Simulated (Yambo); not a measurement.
G0W0@PBEsol for YPO₄ (space group I4_1/amd, No. 141) in Yambo. Reference settings: 2×2×2 Γ-centred k mesh, 221 bands and a 7 Ry block in the screening, 221 bands in G with the Bruneval-Gonze terminator, plasmon pole fitted at 27.2 eV. The PBEsol gap Γ → X on this mesh is 5.98 eV; G0W0 gaps are taken between the same points.

With and without the terminator, as bands are cut:

```csv
bands in G (in W),"gap, terminator (eV)","gap, none (eV)","valence shift, terminator (eV)","valence shift, none (eV)"
94 (221),8.751,8.806,-1.161,-0.511
148 (221),8.690,8.677,-1.177,-0.771
221 (221),8.672,8.648,-1.188,-0.957
```

Over this range the gap spans 0.079 eV with the terminator and 0.158 eV without, the valence shift 0.027 eV and 0.446 eV. Neither column has reached its limit for certain. In the run with 221 bands and a 7 Ry block, which covers more k points, the smallest G0W0 gap is 8.44 eV, Γ → Γ.

Geometry of the Materials Project entry, not relaxed at this level; primitive cell a = 5.728 Å, b = 5.728 Å, c = 5.728 Å, α = 106.05°, β = 106.05°, γ = 116.55°.

A shift is the quasiparticle energy of the state minus its PBEsol energy.
